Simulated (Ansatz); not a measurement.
This cell of AlN (zinc blende) is off equilibrium:

```xyz
2
Lattice="0.0000 2.2016 2.2016 2.2016 0.0000 2.2016 2.2016 2.2016 0.0000" Properties=species:S:1:pos:R:3 pbc="T T T"
N      3.3024     3.3024     3.3024
Al     0.0000     0.0000     0.3040
```

All values below come from PBE (plane waves to 420 eV, PAW, scalar-relativistic; Ansatz, a first-principles code). k mesh 10×10×10 (Γ-centred), Fermi-Dirac smearing 0.05 eV. Energies are smeared free energies. Stress and pressure are positive under compression. AlN was relaxed with its symmetry unable to fall.

### Question
What forces act on the atoms (eV/Å, Cartesian)?

### Answer
| atom | Fx | Fy | Fz |
|---|---|---|---|
| N1 | 0.000 | 0.000 | 3.772 |
| Al2 | 0.000 | 0.000 | -3.772 |

### Question
What is the stress tensor (GPa)?

### Answer
```
   15.5    -20.7      0.0
  -20.7     15.5      0.0
    0.0      0.0     -0.6
```
The pressure, a third of the trace, is 10.1 GPa.

### Question
In it atom 2 sits (0.000, 0.000, 0.304) Å away from its relaxed site. What is its energy relative to the relaxed cell?

### Answer
602 meV/cell.

(A displaced cell: forces are minus the slopes of the energy, force constants its curvatures, and phonons follow from these.)
